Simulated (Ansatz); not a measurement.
This run works on a generated trial structure, not on a known crystal.

Input and command of a plane-wave DFT calculation in Ansatz:

```yaml
crystal:
  lattice:
    - [7.3760699, 0.0, 0.0]
    - [-3.68803495, 6.38786392, 0.0]
    - [0.0, 0.0, 5.79845176]
  atoms:
    - { symbol: K, position: [0.0, 0.0, 0.0] }
    - { symbol: Pr, position: [0.0, 0.0, 0.5] }
    - { symbol: I, position: [0.33333333, 0.66666667, 0.0] }
    - { symbol: I, position: [0.66666667, 0.33333333, 0.0] }
    - { symbol: I, position: [0.33333333, 0.66666667, 0.5] }
    - { symbol: I, position: [0.66666667, 0.33333333, 0.5] }
basis:
  ecutwfc: 660
kpoints:
  mp_grid: { grid: [2, 2, 2] }
hamiltonian:
  xc: pbe
  pseudopotentials:
    kind: paw
    azcp: { Pr: "pseudopotentials/pbe/nc/lanthanide_3plus/Pr.nc.azcp" }
scf:
  occupations: { method: gaussian, width: 0.15 }
  lower_state_search: "off"
output:
  forces: true
  stress: true
  eigenvalues: true
relax:
  adjacent_minimum: "off"
  f_tol: 0.08
  max_steps: 16
  cell: { stress_tol: 0.8 }
```

```bash
ansatz run input.yaml --threads 1 --pin off --max-ram 2816MiB --backend cpu --events-out ev --progress --plain --runs-dir out
```

Processor: Intel(R) Xeon(R) Platinum 8488C (Sapphire Rapids), 1 thread, on a host shared with other jobs.

Q: How long does it run, and how much memory does it take?

A: About 110 s, peak memory 0.7 GiB. It solves 53 bands at 4 k points (after reduction by symmetry) with about 11095 plane waves (on the last cell), in 150 SCF iterations over 16 ionic steps.

With its 4f electrons in the core of a norm-conserving potential, the lanthanide is trivalent by construction, without f bands, f moments or other valences.
